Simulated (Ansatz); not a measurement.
**MoTe2**

Method: PBE with spin–orbit coupling; two-component spinors; PAW, 420 eV, 8×8×2 k-mesh, Gaussian smearing of 0.05 eV; code Ansatz; PAW files: Ansatz's generated set soft_2.

```
Te Mo
1.0
     3.55857    0.00000    0.00000
    -1.77928    3.08181    0.00000
     0.00000    0.00000   15.17006
Te Mo
4 2
Direct
  0.33333 0.66667 0.63078
  0.66667 0.33333 0.13078
  0.33333 0.66667 0.86922
  0.66667 0.33333 0.36922
  0.33333 0.66667 0.25000
  0.66667 0.33333 0.75000
```

The chain of runs began from a cell as deposited in COD, expanded in volume. The relaxation kept the space group but changed the cell's proportions, one axis by 5 % at equal volume, so the results may not describe the measured structure. The database's entry of this formula in the relaxed cell's space group, P6_3/mmc, has axes of 3.518 × 3.518 × 13.974 Å and 24.96 Å³/atom (1963), the relaxed one 3.559 × 3.559 × 15.170 Å and 27.73.

Magnetic state: non-magnetic, site spin moments none.

The run above is the reference. The same cell was run again with other input settings; several of them aren't fit for production, so the rows show the settings' effect and aren't properties of the material.

```tsv
keys changed	outcome	ΔE (meV/atom)	P (GPa)	gap on the mesh (eV)	cell moment (μB)	largest force component (eV/Å)	SCF iterations	rough core-seconds	new warnings
none (reference)	converged	0.0	0.0	1.04	0.00	0.004	–	–	–
basis.ecutwfc: 420 → "350 eV"	converged	2.6	0.0	1.04	0.00	0.004	15	180	cutoff below recommended
scf.mixing.preconditioner: "none"; scf.eigensolver.kind: "davidson"; basis.precision: "f64"	converged	0.0	0.0	1.04	0.00	0.004	16	300	–
scf.occupations.width: 0.05 → 0.01; scf.occupations.method: "gaussian" → "methfessel_paxton"	converged	0.0	0.0	1.04	0.00	0.004	15	170	–
```

These changes also left energy (to 0.1 meV/atom), pressure, gap, moment and forces as in the reference: scf.occupations.method: "gaussian" → "fermi_dirac"; scf.occupations.width: 0.05 → 0.001 | scf.occupations.width: 0.05 → 0.025; accuracy: "medium" | scf.initial_density.chi_scale: 0.1.

ΔE is the energy with the smearing extrapolated to zero. It is left out where the change alters the Hamiltonian or the spin treatment. The varied runs start from atomic densities (corrected by the program's trained start where that serves), with the default search for lower states unless a row changes it.

(1) What happens with these changes: kpoints.mp_grid.grid: [8, 8, 2] → [5, 5, 1]?

(2) What happens with these changes: hamiltonian.hubbard: {"sites": [{"species": "Mo", "l": "d", "u_eff": 5.0}], "double_counting": "fll"}?

Answers:

(1) outcome converged, ΔE (meV/atom) 3.8, P (GPa) 0.1, gap on the mesh (eV) 1.04, cell moment (μB) 0.00, largest force component (eV/Å) 0.016, SCF iterations 15, rough core-seconds 70.

(2) outcome converged, P (GPa) 10.6, gap on the mesh (eV) metal, cell moment (μB) 4.05, largest force component (eV/Å) 1.146, SCF iterations 16, rough core-seconds 180, new warnings filled band counts differ across k points.

Changing scf.initial_density.chi_scale only steers the path to self-consistency, so the energy stays within 0.5 meV/atom.

For this crystal the k-mesh misses a band edge: under PBE+SOC at the relaxed cell a band path gives a gap of 0.88 eV where the mesh alone gives 1.04 eV, so gaps on the mesh are upper bounds.

Of the reference: Kohn–Sham gaps of semilocal functionals lie under measured ones, often by a third or more. The starting moments died out; a magnetic state reached from other starts isn't excluded. The structure is built of weakly bound layers, and this functional has no dispersion term, so their spacing and all that hangs on it (volume, the soft elastic constants, low modes, dielectric constants) are poorly given.
